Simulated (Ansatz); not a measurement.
AlN (wurtzite, P6_3mc), DFT-PBEsol in the program Ansatz with PAW potentials. The conduction-band minimum lies at Γ, with 1 equivalent valley. Second derivatives d²E/dk² of the lowest band at one valley (eV·Å²), along Cartesian directions:

```
direction  d²E/dk²
---------  -------
[100]        25.48
[010]        25.48
[001]        26.56
[110]        25.48
[101]        26.02
[011]        26.02
```

Question: Find the principal effective masses, the density-of-states mass and the conductivity mass.

Answer: Off-diagonal terms follow from H_xy = H[110] − (H_xx + H_yy)/2, and m*/mₑ = 7.620 eV·Å² over each eigenvalue: 0.29, 0.30, 0.30. One valley's DOS mass (m₁m₂m₃)^(1/3) = 0.29, conductivity mass 3/(Σ 1/mᵢ) = 0.29 mₑ.

Question: What effective density of states Nc follows at 300 K for parabolic valleys?

Answer: Nc = 2.509e19 × 1 × (0.29)^(3/2) ≈ 3.9e18 cm⁻³.

Symmetry was held in the PBEsol relaxation.

Potentials: the later of the program's two PAW sets.

Edges and masses are those of Kohn–Sham bands, whose gap is no quasiparticle gap.
